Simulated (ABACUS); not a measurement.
Consider a self-consistent single point of InSb (F-43m, 8 atoms in the cell; from Materials Project mp-20012, changed as shown).

```yaml
crystal:
  lattice:
    - [6.44140, 0.00000, 0.00000]
    - [0.00000, 6.44140, 0.00000]
    - [0.00000, 0.00000, 6.44140]
  atoms:
    - { symbol: In, position: [0.00000, 0.00000, 0.00000] }
    - { symbol: In, position: [0.00000, 0.50000, 0.50000] }
    - { symbol: In, position: [0.50000, 0.00000, 0.50000] }
    - { symbol: In, position: [0.50000, 0.50000, 0.00000] }
    - { symbol: Sb, position: [0.25000, 0.25000, 0.75000] }
    - { symbol: Sb, position: [0.25000, 0.75000, 0.25000] }
    - { symbol: Sb, position: [0.75000, 0.25000, 0.25000] }
    - { symbol: Sb, position: [0.75000, 0.75000, 0.75000] }
```

Computed with LDA (PW92), PseudoDojo 0.4 standard norm-conserving LDA (tails mended) pseudopotentials (plane waves; ABACUS).

ABACUS settings:

- KPT: Gamma 4 4 4 0 0 0
- basis_type: pw
- dft_functional: PWLDA
- ecutwfc: 84 Ry
- smearing_method: fd
- smearing_sigma: 0.00734986 Ry
- potentials: PseudoDojo 0.4 standard norm-conserving LDA (tails mended)
- symmetry: 1
- symmetry_prec: 1e-05
- ks_solver: dav_subspace
- scf_nmax: 100
- scf_thr: 1.0e-09 Ry
- mixing_type: broyden

Results:

| Quantity | Value |
|---|---|
| Number of valence electrons | 112 |
| Number of bands | 68 |
| Number of k-points after the program's reduction | 10 |
| Number of plane waves (most at a k-point) | 23600 |
| Number of SCF iterations | 8 |
| FFT grid | 72 × 72 × 72 |
| Free energy E − TS | -17084.4379 eV |
| Fermi level (on the code's own zero) | 7.70 eV |
| Pressure | 0.16 GPa |

Stress (GPa, positive for compression):
```
0.16  0.00  0.00
0.00  0.16  0.00
0.00  0.00  0.16
```

For comparison: a first run was changed to give this one (lattice scaled by 0.98), and from it to this one the free energy falls by 14.9 meV/atom and the pressure goes from -2.32 to 0.16 GPa.

The structure comes from a collection of computed structures, made at another level of theory; the collection holds predicted forms beside known ones. Its lattice was then scaled. No clean gap shows at this smearing width and mesh (spacing up to 0.24 Å⁻¹); the mesh is coarse for partly filled bands, so the values carry mesh errors. Semi-local functionals can close small gaps.

Cost on one core: very roughly 5 core-minutes.

“Tails mended”: in these copies of the files the far tail of each local potential was reset to the Coulomb form.
